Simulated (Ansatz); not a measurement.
Ge2Pt:
```
Ge2Pt
1.0
    5.77930     0.00000     0.00000
    0.00000     6.20195     0.00000
    0.00000     0.00000     2.92034
Ge Pt
4 2
Cartesian
  4.81320   2.30759   0.00000
  0.96610   3.89436   0.00000
  1.92355   0.79338   1.46017
  3.85575   5.40857   1.46017
  0.00000   0.00000   0.00000
  2.88965   3.10098   1.46017
```

Relaxed with PBEsol.

Map the valence electron density (e/Å³), cut off at 1 on the plane through (0.833, 0.372, 0.000) spanned by u = [1, 0, 0] and v = [0, 1, 0] in lattice vectors, from PBEsol in the plane-wave PAW code Ansatz.

x is the fraction of u, y of v (the angle between them is 90°; rows are the nearest grid lines); atoms in the plane: Ge at (0.00, 0.00), Ge at (0.33, 0.26), Pt at (0.17, 0.63).
```
|999973210000000000111112379999|
|999963110000000000000112369999|
|999642110000000000000000125999|
|776532110000000000000000112467|
|445443221110110000000000011234|
|346999985322111110000000000123|
|479999999532221110000000000124|
|599999999943221110000000000125|
|999999999973211100000000011249|
|999999999973210000000000111249|
|799999999963110000000001112247|
|479999999632100000000001112234|
|246999986432100000000001111122|
|111233445443210000000000011111|
|001123456775321000000000000000|
|000113479999842100000000000000|
|000124899999994211100000000000|
|000124999999995321111100000000|
|001124999999995322111111000000|
|333334589999953322222221112223|
|665444446775432222222222223466|
|999654333332221112222222345999|
|999974211000000011111122369999|
|999973210000000000111112379999|
```
Scale: ten equal steps from 0.058 (start of '0') to 1.00 (end of '9'), in the order '0123456789'; x runs from 0.000 to 1.00, y from 0.000 (bottom) to 1.00 (top).

The density is the valence pseudo-density with augmentation charge, so density and ELF within about 1 Å of a nucleus are not all-electron values.

Space group Pnnm. The first step of the workflow began from a Materials Project structure, measured or hypothetical; the Crystallography Open Database files this formula in space group No. 58, but the cells were not matched. Whether it is the stable phase at ambient conditions was not checked. The PBEsol relaxation kept the symmetry of its start; its stability against distortions is not shown here. No spin polarisation was allowed. Scalar-relativistic: spin–orbit coupling is off unless named, which matters more the heavier the elements.

Potentials: the later of the program's two PAW sets.
